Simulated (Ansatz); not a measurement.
# Structures of LiGe2P3: which is lowest?

Plane-wave DFT in Ansatz with scalar-relativistic PAW potentials, cutoff 420 eV, Γ-centred meshes chosen by cell and gap, Gaussian smearing with energies taken to zero width. Every cell was relaxed (cell and atoms) in a run of its own, within the symmetry of its start. Functional: PBE.

Relaxed structures (starts from databases or built by putting these elements on another compound's sites):
A. P6/mmm, 6 atoms in the computed cell, a = 6.454 Å, c = 3.461 Å; sites (symmetry × multiplicity) Li 6/mmm × 1, Ge -6m2 × 2, P mmm × 3; start: built
B. P-4m2, 6 atoms in the computed cell, a = 3.697 Å, c = 7.247 Å; sites (symmetry × multiplicity) Li -4m2 × 1, Ge 2mm. × 2, P -4m2 × 1 + 2mm. × 2; start: built

**Question.** Rank them by energy. Could pressure change the order?

**Answer.**
| structure | group | E − E(lowest) (meV/atom) | V (Å³/atom) | gap on mesh (eV) |
| --- | --- | --- | --- | --- |
| B | P-4m2 | 0.0 | 16.51 | 0.00 |
| A | P6/mmm | 200 | 20.80 | 0.00 |

B is lowest, 200 meV/atom under A. The lowest is also the densest of these, so pressure wouldn't bring one of the others in at first order. Other structures may lie lower than all of these, and vibrations aren't counted.